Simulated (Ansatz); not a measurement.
NbSi2 (fluorite, space group No. 225), plane-wave PAW PBE (Ansatz code), all energies at zero smearing, with the estimated change up to a 700 eV cutoff added, with one set of potentials and settings (totals compare only within such a set). Cell of 3 atoms (1 Nb, 2 Si): -5822.853 eV.

| element | reference phase | E (eV/atom) |
|---|---|---|
| Nb | Im-3m, 1 atoms in the cell | -4552.2836 |
| Si | Fd-3m, 2 atoms in the cell | -635.8096 |

Formation energy per atom, worked out: (-5822.853 − 1×(-4552.2836) − 2×(-635.8096))/3 = 0.350 eV/atom (34 kJ per mol of atoms), at 0 K, without zero-point energy or fitted corrections.

Space group Fm-3m (fluorite). A made-up cell: these elements were put on the sites of a structure type; neither database checked (COD, Materials Project) lists it. COD files the formula under space group No. 180, 181, so this cell is another polymorph or a model. Whether it is the stable phase at ambient conditions was not checked. Symmetry was held in the PBE relaxation. At this level the phase is mechanically unstable. No spin polarisation was allowed. The references are the lowest solids computed at this level, not always the standard phases.

Potentials: the later of the program's two PAW sets.
